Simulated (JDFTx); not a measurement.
Reference run:

```json
{
 "surface": "Au(110)",
 "bulk": "Au, Fm-3m, lattice of mp-81 (not re-optimised)",
 "slab": "5 atoms in 5 planes, 1x1, 5.9 Å between the outermost planes",
 "in-plane cell": "4.171 × 2.950 Å, 12.30 Å²",
 "cell_height": "21.9 Å",
 "sampling": "6×8×1 k mesh, Fermi smearing 0.01 Ha, no spin polarisation"
}
```

Reference level: PBE, GBRV ultrasoft potentials, plane waves to 20/100 Ha, in a modified build of JDFTx. Unrelaxed; liquid: linear PCM (GLSSA13), water, 1 M NaF. Potentials refer to SHE, placed 4.44 V below the bulk liquid's zero by convention.

```json
[
 {"cell height": "13.9 Å", "work function (eV)": "5.03", "U_pzc (V)": "0.40", "mean C above U_pzc (μF/cm²)": "15 over 0.5 V", "k states × plane waves": "20 × 4932", "cycles, vacuum run": "15", "rough core time, vacuum run": "5 min"},
 {"cell height": "15.9 Å", "work function (eV)": "5.02", "U_pzc (V)": "0.40", "mean C above U_pzc (μF/cm²)": "15 over 0.5 V", "k states × plane waves": "20 × 5639", "cycles, vacuum run": "16", "rough core time, vacuum run": "6 min"},
 {"cell height": "17.9 Å", "work function (eV)": "5.02", "U_pzc (V)": "0.40", "mean C above U_pzc (μF/cm²)": "15 over 0.5 V", "k states × plane waves": "20 × 6348", "cycles, vacuum run": "17", "rough core time, vacuum run": "6 min"},
 {"cell height": "21.9 Å", "work function (eV)": "5.02", "U_pzc (V)": "0.40", "mean C above U_pzc (μF/cm²)": "15 over 0.5 V", "k states × plane waves": "20 × 7769", "cycles, vacuum run": "19", "rough core time, vacuum run": "10 min"},
 {"cell height": "29.9 Å", "work function (eV)": "5.02", "U_pzc (V)": "0.40", "mean C above U_pzc (μF/cm²)": "15 over 0.5 V", "k states × plane waves": "20 × 10607", "cycles, vacuum run": "25", "rough core time, vacuum run": "20 min"},
 {"cell height": "37.9 Å", "work function (eV)": "5.02", "U_pzc (V)": "0.40", "mean C above U_pzc (μF/cm²)": "15 over 0.5 V", "k states × plane waves": "20 × 13444", "cycles, vacuum run": "28", "rough core time, vacuum run": "30 min"}
]
```

The work function stays within 0.02 eV over all these settings; capacitances repeat to about ±0.2 μF/cm². Core times come from shared machines and are rough, one run each.
